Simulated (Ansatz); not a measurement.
Total density of states per atom from LDA (plane waves, PAW; program Ansatz), in 0.25 eV bins, energy from the Fermi level:

```tsv
E (eV)	states/eV/atom
-7.85	0.10
-7.60	0.12
-7.35	0.14
-7.10	0.19
-6.85	0.32
-6.60	0.47
-6.35	0.48
-6.10	0.75
-5.85	1.08
-5.60	1.29
-5.35	1.30
-5.10	1.23
-4.85	1.17
-4.60	0.94
-4.35	0.77
-4.10	1.03
-3.85	1.05
-3.60	1.10
-3.35	1.22
-3.10	1.40
-2.85	1.09
-2.60	1.00
-2.35	1.34
-2.10	1.99
-1.85	1.40
-1.60	1.13
-1.35	1.20
-1.10	1.46
-0.85	1.09
-0.60	0.94
-0.35	1.15
-0.10	0.79
0.15	0.55
0.40	0.38
0.65	0.32
0.90	0.40
1.15	0.51
1.40	0.41
1.65	0.22
1.90	0.11
2.15	0.09
2.40	0.27
2.65	0.80
2.90	1.22
3.15	1.28
3.40	1.22
3.65	1.58
3.90	0.90
4.15	0.38
4.40	0.33
4.65	0.36
```

Task: Pick the material that matches.
(A) ScPd3, Cu3Au type
(B) HfSiSe, P4/nmm (Hf on 2c, Si on 2a, Se on 2c)
(C) HfIr3, Cu3Au type
(D) MgPt3, Cu3Au type

Result: C, HfIr3, Cu3Au type. Within 0.5 eV of the Fermi level: Ir 5d 74 %, Hf 5d 12 %, outside the projected shells 5 %. Projections are on Löwdin-orthogonalised atomic valence shells; empty p or d shells of many metals are not among them.

Space group Pm-3m (Cu3Au type). The first step of the workflow began from a Materials Project structure, measured or hypothetical; the Crystallography Open Database files this formula in space group No. 221, but the cells were not matched. Whether it is the stable phase at ambient conditions was not checked. Symmetry was held in the LDA relaxation; of distortions, only those at the zone centre were tested. No spin polarisation was allowed. Spin–orbit coupling is left out wherever it is not named.

Potentials: the later of the program's two PAW sets.
